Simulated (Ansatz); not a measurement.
The numbers come from plane-wave PAW DFT (Ansatz): PBE, no spin polarisation, 420 eV, 8×8×4 Γ-centred k points, fermi-dirac occupations (width 0.1 eV). Nothing was relaxed.

Computed maps in the lattice plane spanned by a (left to right, 4.21 Å, 13 points from zero) and b (bottom to top, 4.21 Å, 13 points from zero), 90° apart, at height 0.000 along c. The fields are smooth PAW ones with compensation charges, not the true ones near nuclei.

Valence density. Digits on a logarithmic scale: 0 up to 0.03 e/Å³, each further digit a factor of 1.6, 9 from 1.3 e/Å³ up:
```
7653334433356
5543333333345
4332233332233
3332344443233
3333456654333
4433468864334
4433468864334
3333456654333
3332344443233
4332233332233
5543333333345
7653334433356
9754334433457
```

The cell is RbLaH. Which atoms lie within 0.2 Å of this plane, and where (fractions of a and b)?

H at (0.00, 0.00), H at (0.50, 0.50). The whole cell:
```xyz
6
Lattice="4.2139 0.0000 0.0000 0.0000 4.2139 0.0000 0.0000 0.0000 9.2548" Properties=species:S:1:pos:R:3 pbc="T T T"
La    0.0000    2.1069    1.4808
La    2.1069    0.0000    7.7741
H     0.0000    0.0000    0.0000
H     2.1069    2.1069    0.0000
Rb    0.0000    2.1069    6.2470
Rb    2.1069    0.0000    3.0078
```

Origin: a known structure type with other elements, at an estimated volume, so it need not be a known compound. Caveats: atoms or cell far from equilibrium; f levels without a U or exact exchange are poorly placed.
